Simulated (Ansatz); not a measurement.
SnTe (rock salt)

```xyz
2
Lattice="0.0000 3.1856 3.1856 3.1856 0.0000 3.1856 3.1856 3.1856 0.0000" Properties=species:S:1:pos:R:3 pbc="T T T"
Te     0.0000     0.0000     0.0000
Sn     3.1856     3.1856     3.1856
```

The relaxed cell is deformed in two ways at once: its volume V is scaled, and at that volume it is stretched along z (the c axis of the conventional cell) so that c/a changes. Fractional atomic positions are held.

Computed with r2SCAN (plane waves to 500 eV, PAW, scalar-relativistic; Ansatz, a program for electronic structure). k mesh 13×13×13 (Γ-centred), Fermi-Dirac smearing 0.05 eV. Stress and pressure are positive under compression. As the smearing reaches across the gap at some points, the response to shear is sensitive to the k mesh, so small differences along c/a are uncertain. SnTe was relaxed with its symmetry unable to fall. Spin-orbit coupling is left out, though Te is heavy. The PAW data are Ansatz's earlier set.

At one point of the scan the stress tensor (GPa) is:

```
    5.9      0.0      0.0
    0.0      5.9      0.0
    0.0      0.0     -3.6
```

Task: Which point is it?
A) V/V₀ = 1.000, (c/a)/(c/a)₀ = 1.080
B) V/V₀ = 0.960, (c/a)/(c/a)₀ = 1.040
C) V/V₀ = 0.960, (c/a)/(c/a)₀ = 1.080
D) V/V₀ = 1.040, (c/a)/(c/a)₀ = 1.040

Result: C, V/V₀ = 0.960, (c/a)/(c/a)₀ = 1.080

(Under strain, the slope of the energy per volume gives the stress and its curvature an elastic modulus.)
